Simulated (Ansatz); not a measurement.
Relaxed candidate structures of ZnCu₂SnSe₄:

A. Fmm2 (No. 42), oF32; a = 5.1890 Å, b = 14.0500 Å, c = 10.1766 Å, α = 90.00°, β = 90.00°, γ = 90.00°; Cu 8b (0.250, 0.250, 0.418); Se 8c (0.000, 0.113, 0.425); Se 8b (0.250, 0.250, 0.169); Sn 4a (0.000, 0.000, 0.210); Zn 4a (0.000, 0.000, 0.618)

B. I-4 (No. 82), tI16; a = b = 5.658 Å, c = 11.318 Å, α = β = γ = 90.00°; Cu 2a (0.000, 0.000, 0.000); Cu 2c (0.000, 0.500, 0.250); Zn 2d (0.500, 0.000, 0.250); Sn 2b (0.000, 0.000, 0.500); Se 8g (0.261, 0.271, 0.369)

C. R-3m, hexagonal axes (No. 166), hR8; a = b = 4.3854 Å, c = 29.7311 Å, α = β = 90.00°, γ = 120.00°; Cu 6c (0.000, 0.000, 0.320); Se 6c (0.000, 0.000, 0.122); Se 6c (0.000, 0.000, 0.242); Sn 3a (0.000, 0.000, 0.000); Zn 3b (0.000, 0.000, 0.500)

### Question
Order them by energy per atom (lowest first) at the level PBEsol (plane waves to 420 eV, PAW, scalar-relativistic; Ansatz, a program for electronic structure).

### Answer
B (reference, the lowest among the structures calculated here), A (+0.37 eV/atom), C (+0.56 eV/atom)

Each run could gain symmetry but not lose that of its start, so entries can be saddle points. From databases, or of a type measured for this composition: I-4, tI16; the others are generated cells (placed on structure types, drawn at random, substituted or restacked) that were not matched to a known phase here. Energies are at zero temperature and pressure, without zero-point motion. The runs use different k-meshes, so differences are rounded accordingly. No spin polarisation in the result.
